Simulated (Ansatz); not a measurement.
A structure of GeS relaxed with PBEsol (plane waves to 420 eV, PAW, scalar-relativistic; Ansatz, a quantum-chemistry and plane-wave program); single points at other levels follow on the same geometry (Ansatz, PAW; HSE06 at 420 eV on a 2×6×6 k-mesh; no spin-orbit coupling). Space group Pnma (No. 62).

```
CELL_PARAMETERS angstrom
     10.28879     0.00000     0.00000
      0.00000     3.66144     0.00000
      0.00000     0.00000     4.15607
ATOMIC_POSITIONS crystal
  Ge 0.61908 0.75000 0.62097
  Ge 0.88092 0.25000 0.12097
  Ge 0.38092 0.25000 0.37903
  Ge 0.11908 0.75000 0.87903
  S  0.35223 0.75000 0.99482
  S  0.14777 0.25000 0.49482
  S  0.64777 0.25000 0.00518
  S  0.85223 0.75000 0.50518
```

```csv
level,gap (eV),kind,conduction minimum
PBEsol,0.85,indirect,Γ
HSE06,?,–,?
```

**Question.** What belongs in the gaps?

**Answer.** 
- HSE06, gap (eV): 1.40
- HSE06, conduction minimum: Γ

HSE06 gaps come from a coarse mesh plus a few chosen points, so they may be too large. No spin polarisation in the result.

The run could not lose the symmetry of its start.

It was reached from a disturbed copy of a Pnma (No. 62) cell (AFLOW prototype AB_oP8_62_c_c (B29, as in SnS)), against which it lies under 1 meV/atom.
